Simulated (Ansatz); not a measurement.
TiAl3:
```
TiAl3
1.0
    3.94811     0.00000     0.00000
    0.00000     3.94811     0.00000
    0.00000     0.00000     3.94811
Ti Al
1 3
Cartesian
  0.00000   0.00000   0.00000
  1.97405   1.97405   0.00000
  0.00000   1.97405   1.97405
  1.97405   0.00000   1.97405
```

This is the PBEsol-relaxed structure.

Problem. All from PBEsol (plane waves, PAW; program Ansatz), unless another level is named. Predict the formation energy from the elements (no fitted shifts).

Solution. -0.37 eV/atom.

Problem. Next, the density of states at the Fermi level?

Solution. 0.59 states/eV per atom (mean over ±0.08 eV).

Space group Pm-3m (Cu3Au type). The first step of the workflow began from a Materials Project structure, measured or hypothetical; the Crystallography Open Database copy checked does not list it. Whether it is the stable phase at ambient conditions was not checked. The PBEsol relaxation kept the symmetry of its start; whether a distortion lowers the energy is not shown. No spin polarisation was allowed. The references are the lowest solids computed at this level, not always the standard phases.

Potentials: the later of the program's two PAW sets.
